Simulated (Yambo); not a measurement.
# SiO2: sweep of GW parameters

G0W0@PBEsol for SiO₂ (space group Imma, No. 74) in Yambo. Reference settings: 2×2×2 Γ-centred k mesh, 314 bands and a 7 Ry block in the screening, 314 bands in G with the Bruneval-Gonze terminator, plasmon pole fitted at 27.2 eV. The PBEsol gap Γ → Γ on this mesh is 5.60 eV; G0W0 gaps are taken between the same points.

| change from the reference | G0W0 gap Γ → Γ (eV) | shift of the valence edge (eV) | rough Yambo cost |
|---|---|---|---|
| reference settings | 8.58 | -1.98 | 1 |
| 116 bands in W, 116 bands in G | 8.64 | -1.81 | about 1/3 |
| 201 bands in W, 201 bands in G | 8.58 | -1.92 | within a factor of two |
| 116 bands in G | 8.58 | -1.96 | – |
| 201 bands in G | 8.58 | -1.97 | – |
| 144 bands in W | 8.62 | -1.87 | about 1/2 |
| 1 Ry block | 9.67 | -2.97 | within a factor of two |
| 3 Ry block | 8.56 | -2.03 | within a factor of two |
| 6 Ry block | 8.54 | -1.95 | within a factor of two |
| pole fitted at 15 eV | 8.54 | -1.92 | – |
| no random integration | 8.42 | -1.73 | – |
| 116 bands in G, no terminator | 8.21 | -1.35 | – |
| 201 bands in G, no terminator | 8.34 | -1.61 | – |
| no terminator | 8.45 | -1.76 | – |

The reference isn't shown to be the converged limit. Costs are rough (shared machines), scaled to the same edge states, and given only for runs that recompute the screening.

Geometry of the Materials Project entry, not relaxed at this level; primitive cell a = b = c = 7.030 Å, α = 136.18°, β = 94.40°, γ = 101.64°.

This is not the ordinary phase of the substance; no match was found in the copy of COD used, and its stability was not checked.

A shift is the quasiparticle energy of the state minus its PBEsol energy.
